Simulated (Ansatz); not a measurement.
**AlNi: from a starting cell to a relaxed one**

The start is a relaxed AlNi cell with every coordinate shifted by Gaussian noise of σ = 0.3 Å. The cell and all atomic positions are relaxed at zero pressure with PBE (plane waves to 420 eV, PAW, scalar-relativistic; Ansatz, a first-principles code). First-step values are on the input's coarse k-mesh.

Ansatz input (later rounds restart from its end on a renewed k-mesh):
Ansatz 0.2 input:
```yaml
crystal:
  lattice:
    - [2.8926554712, 0, 0]
    - [0, 2.8926554712, 0]
    - [0, 0, 2.8926554712]
  atoms:
    - { symbol: Al, position: [0.1428799148, 0.0394459914, -0.0670293773] }
    - { symbol: Ni, position: [0.548348687, 0.4661116946, 0.6957024498] }
basis: { ecutwfc: 420, ecutrho_ratio: 4, xc_grid: 2, fft_grid_basis: typed }
kpoints: { mp_grid: { grid: [11, 11, 11] } }
hamiltonian:
  xc: pbe
  dispersion: none
  pseudopotentials: { azcp: { folder: ./paw }, kind: paw }
scf: { occupations: { method: fermi_dirac, width: 0.05 } }
relax: { f_tol: 0.01, max_steps: 100, cell: { stress_tol: 0.02 } }
output: { forces: true, stress: true }
```

**Question.** How much energy is released per atom?

**Answer.** About 1.3 eV/atom.

**Question.** Does it find its way back to the structure it was made from?

**Answer.** It returns to the parent structure, Pm-3m (No. 221).

**Question.** How do the shortest distances between atoms change?

**Answer.** The closest pairs of elements (up to four, under 3.6 Å), start → end: Al–Ni 1.84 → 2.51 Å; Al–Al 2.89 → 2.89 Å; Ni–Ni 2.89 → 2.89 Å.

**Question.** Is the relaxed structure metallic? Give its gap.

**Answer.** No gap (metallic).

Relaxed structure:

Space group Pm-3m (No. 221); a = 2.893 Å, b = 2.893 Å, c = 2.893 Å, α = 90.00°, β = 90.00°, γ = 90.00°

```csv
atom,site,symmetry,x,y,z
Al,1b,m-3m,0.5000,0.5000,0.5000
Ni,1a,m-3m,0.0000,0.0000,0.0000
```

Final values are on a 16×16×16 k-mesh of the relaxed cell. The start holds a very short contact (Al–Ni 1.84 Å). No spin polarisation in the result. A magnetic state may lie lower.
